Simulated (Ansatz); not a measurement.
Q: Name crystals whose computed values (r²SCAN (plane waves, PAW; program Ansatz)) fall in these windows: G_Hill (GPa) 59 to 80; B₀ by P(V) fit (GPa) 84 to 110; HSE06 gap (eV) 1.0 to 1.2.

A: 

```csv
crystal,G_Hill (GPa),B₀ by P(V) fit (GPa),HSE06 gap (eV)
"Si, P6_3/mmc (Si on 4f, Si on 4e)",68.0,96.7,1.13
"Si, R-3m (Si on 6c, Si on 6c, Si on 6c)",67.8,96.6,1.07
"Si, P6_3/mmc (Si on 4e, Si on 4f, Si on 4f)",68.1,96.7,1.15
```
Others may fit too.

Typed or built starts, not in the databases checked: Si, R-3m (Si on 6c, Si on 6c, Si on 6c). Not the usual ambient phase: Si, P6_3/mmc (Si on 4f, Si on 4e); Si, R-3m (Si on 6c, Si on 6c, Si on 6c); Si, P6_3/mmc (Si on 4e, Si on 4f, Si on 4f). All cells were relaxed under the symmetry of their starts (and spin orders); stability against distortions was not tested throughout.

Potentials: the later of the program's two PAW sets.
